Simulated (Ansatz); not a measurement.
**Random displacements in Ti$_{2}$O**

Method: DFT PBEsol, scalar-relativistic, plane waves, PAW (Ansatz). Settings: plane waves to 420 eV, k-mesh 10×14×6 (Γ-centred), Gaussian smearing 0.15 eV. No spin polarisation. Energies are free energies at this smearing, counted from the undisturbed cell; pressure is positive in compression.

The undisturbed cell (relaxed at this level; it needn't be the usual structure):

```xyz
9
Lattice="4.5954 0.0000 -0.0015 0.0000 2.9199 0.0000 -0.2839 0.0000 8.1267" Properties=species:S:1:pos:R:3 pbc="T T T"
Ti    3.3614    1.4599    0.6959
Ti    1.0020    1.4599    4.6529
Ti    0.9501    1.4599    7.4293
Ti    3.3094    1.4599    3.4724
Ti    3.2236    0.0000    6.1583
Ti    1.0878    0.0000    1.9669
O     3.1782    0.0000    2.0999
O     1.1332    0.0000    6.0253
O     0.0000    0.0000    0.0000
```

The atoms are displaced (Å, in the unstrained cell):

| atom | ux | uy | uz |
| --- | --- | --- | --- |
| Ti1 | 0.344 | -0.022 | -0.009 |
| Ti2 | -0.070 | 0.494 | -0.243 |
| Ti3 | -0.303 | 0.213 | -0.143 |
| Ti4 | -0.283 | -0.078 | 0.236 |
| Ti5 | 0.234 | -0.129 | 0.196 |
| Ti6 | 0.159 | -0.197 | -0.144 |
| O7 | 0.032 | -0.431 | 0.261 |
| O8 | -0.265 | 0.044 | 0.192 |
| O9 | 0.153 | 0.105 | -0.346 |

Strain (Voigt, engineering shear): (-0.0270, 0.0282, -0.0821, -0.0958, 0.0396, 0.0577).

Problem. What are the energy change, the stress and the forces?

Solution. ΔE = 1520.4 meV/atom; stress (xx, yy, zz, yz, xz, xy; compression positive) (54.29, 69.34, 81.60, 12.53, -16.97, -18.14) GPa.
| atom | Fx (eV/Å) | Fy | Fz |
| --- | --- | --- | --- |
| Ti1 | -3.88 | 0.46 | 0.69 |
| Ti2 | -1.42 | -1.33 | 0.20 |
| Ti3 | 13.49 | -12.84 | 0.38 |
| Ti4 | 1.99 | -3.43 | 0.20 |
| Ti5 | -9.82 | 1.37 | -8.03 |
| Ti6 | -0.08 | 1.65 | 0.98 |
| O7 | 0.59 | 4.61 | -1.29 |
| O8 | 6.09 | 2.03 | -11.18 |
| O9 | -6.95 | 7.47 | 18.04 |

Cost: 1 run of about 2.3 core-minutes, on Intel Xeon 6975P-C (Granite Rapids) (shared hosts).